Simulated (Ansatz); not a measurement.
GeMo₂C:
```
GeMo2C
1.0
    3.14169     0.00000     0.00000
   -1.57084     2.72078     0.00000
    0.00000     0.00000    12.42898
Ge Mo C
2 4 2
Direct
  0.66667   0.33333   0.25000
  0.33333   0.66667   0.75000
  0.66667   0.33333   0.91038
  0.33333   0.66667   0.08962
  0.33333   0.66667   0.41038
  0.66667   0.33333   0.58962
  0.00000   0.00000   0.00000
  0.00000   0.00000   0.50000
```

Relaxed with r²SCAN. Special points in fractions of this cell's reciprocal vectors: Γ (0.000, 0.000, 0.000); M (0.500, 0.000, 0.000); K (0.333, 0.333, 0.000); A (0.000, 0.000, 0.500); L (0.500, 0.000, 0.500); H (0.333, 0.333, 0.500).

Task: List the band energies nearest the Fermi level at these points for plane-wave PAW r²SCAN with spin–orbit coupling (Ansatz code).

Result: In eV from the Fermi level; about four levels below and three above (degenerate sets whole), none deeper than 8.9 eV; points with the same levels are listed once.

```csv
k,below,above
Γ,-0.56 -0.56 -0.55 -0.55,0.71 0.71 0.71 0.71
M,-3.36 -3.36 -0.89 -0.89,0.37 0.37 0.44 0.44
K,-0.85 -0.85 -0.81 -0.81,0.11 0.11 0.12 0.12
A,-0.77 -0.77 -0.77 -0.77,0.81 0.81 0.81 0.81
L,-0.47 -0.47 -0.47 -0.47,0.67 0.67 0.67 0.67
H,-1.05 -1.05 -0.97 -0.97,0.51 0.51 0.51 0.51
```

Space group P6_3/mmc. The start of the workflow was typed in or built on a structure type; neither database checked (COD, Materials Project) lists it. Its standing as an ambient phase is unchecked. The cell was relaxed with r²SCAN under the symmetry of its start; its stability against distortions is not shown here. The run is not spin-polarised.

Potentials: the earlier of the program's two PAW sets.
